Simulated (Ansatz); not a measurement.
Values for one crystal, relaxed and computed with r²SCAN (plane waves, PAW; program Ansatz); other levels are named.

```yaml
volume_per_atom: 5.96 Å³
band_gap: 2.67 eV (indirect)
HSE06 gap on the r²SCAN cell: 3.52 eV
hill_bulk_and_shear_moduli: 416 and 443 GPa
conduction_band_minimum: on the Γ–Z line, 42 % of the way from Γ (2 equivalent valleys)
Elastic constants (relaxed ions, GPa): C11 = 970, C12 = 177, C13 = 53.2, C33 = 1250, C44 = 472, C66 = 337
mechanical_stability: stable (all eigenvalues of C positive)
```

Task: Which of these materials gives this?
A. B, α-B12
B. C, I4/mmm (C on 8h)
C. Br, molecular I2 type
D. Si, diamond

Result: B, C, I4/mmm (C on 8h)

The start of the workflow was typed in or built on a structure type; the Crystallography Open Database copy checked does not list it. It is not the phase usual at ambient conditions (space group No. 194, 227). Symmetry was held in the r²SCAN relaxation; its stability against distortions is not shown here.

Potentials: the earlier of the program's two PAW sets.
